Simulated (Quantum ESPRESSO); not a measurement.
# Band energies of KMgH3

```
CELL_PARAMETERS angstrom
      3.98810     0.00000     0.00000
      0.00000     3.98810     0.00000
      0.00000     0.00000     3.98810
ATOMIC_POSITIONS crystal
  H  0.50000 0.00000 0.50000
  H  0.00000 0.50000 0.50000
  H  0.50000 0.50000 0.00000
  Mg 0.50000 0.50000 0.50000
  K  0.00000 0.00000 0.00000
```

norm-conserving PBEsol (Quantum ESPRESSO, 84 Ry, no spin-orbit coupling); path ΓXMΓRX,MR; energies in eV from the valence-band maximum.

```csv
k (1/Å),point,band 7,band 8,band 9,band 10,band 11,band 12,band 13,band 14
0.00,Γ,-12.34,-12.34,-5.66,-0.50,-0.50,5.71,5.71,5.71
0.39,,-12.33,-12.33,-5.06,-1.43,-0.27,5.48,5.48,6.21
0.79,X,-12.32,-12.32,-3.92,-2.88,0.00,5.25,5.25,5.72
0.98,,-12.36,-12.32,-3.84,-2.77,-0.28,5.37,5.42,5.54
1.58,M,-12.55,-12.30,-3.02,-1.99,-1.99,3.44,6.31,6.78
1.95,,-12.50,-12.31,-3.88,-1.71,-1.41,4.50,5.66,5.92
2.50,,-12.36,-12.34,-5.52,-0.65,-0.52,5.40,5.66,6.08
2.69,Γ,-12.34,-12.34,-5.66,-0.50,-0.50,5.71,5.71,5.71
3.03,,-12.37,-12.37,-5.21,-0.76,-0.76,4.63,6.44,6.44
3.37,,-12.43,-12.43,-4.10,-1.36,-1.36,3.65,6.16,6.16
3.88,,-12.49,-12.49,-2.38,-2.12,-2.12,2.62,5.38,5.58
4.05,R,-12.50,-12.50,-2.18,-2.18,-2.18,2.33,5.56,5.56
4.37,,-12.48,-12.46,-2.70,-2.15,-1.89,3.21,5.01,5.51
4.69,,-12.41,-12.39,-3.45,-2.38,-1.11,4.43,5.25,5.51
5.17,X,-12.32,-12.32,-3.92,-2.88,0.00,5.25,5.25,5.72
5.17,M,-12.55,-12.30,-3.02,-1.99,-1.99,3.44,6.31,6.78
5.48,,-12.53,-12.37,-2.78,-2.05,-2.05,4.02,4.32,6.20
5.96,R,-12.50,-12.50,-2.18,-2.18,-2.18,2.33,5.56,5.56
```

The PBEsol gap is indirect, 2.33 eV, from X to R; the smallest direct gap is 4.50 eV.

The cell is held in this high symmetry; tilts and polar distortions were not searched.

Geometry of the Materials Project entry, not relaxed at this level.
